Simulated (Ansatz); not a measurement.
**TiO2: Ti-47 nuclear quadrupole resonance**

Cell: a COD entry, ions relaxed with PBE at fixed cell.

Space group I4_1/amd:1 (No. 141); a = 3.7842, c = 9.5146 Å.

| site | Wyckoff | site symmetry | x | y | z |
| --- | --- | --- | --- | --- | --- |
| Ti | 4a | -4m2 | 0.0000 | 0.0000 | 0.0000 |
| O | 8e | 2mm. | 0.0000 | 0.0000 | 0.2088 |

One atom of each set is listed; the run and its k-mesh use a cell of 6 atoms with edges of 5.46, 5.46, 5.46 Å.

The numbers come from a DFT calculation in Ansatz (PBE, plane waves and PAW (field gradients read without the response of the frozen cores, which leaves them typically 4 to 6 % off), scalar-relativistic, 420 eV cutoff, Γ-centred 7×7×7 k-points, Fermi–Dirac smearing 0.02 eV).

Ti-47: I = 5/2, Q = 302.0 mb (year-2017 value). Static lattice, zero field.

(1) Predict the zero-field Ti-47 lines of each site.

(2) And for ⁴⁹Ti (I = 7/2, Q = 247.0 mb) on Ti?

## Answers

(1) For I = 5/2 and η = 0 the lines are 3|C_Q|/20 and twice that; η pulls their ratio below 2.

```csv
site,atoms,V_zz (10²¹ V/m²),C_Q (MHz),η,line frequencies (MHz)
Ti,2,1.22,8.92,0.00,"1.34, 2.68"
```

(2) C_Q scales with Q to 7.30 MHz, with lines at 0.521, 1.04, 1.56 MHz.

An axis of threefold or higher order runs through Ti, so V_zz lies along it and η is zero.

At this cell the principal stresses reach 5 GPa in size with PBE, which can matter for small gradients.
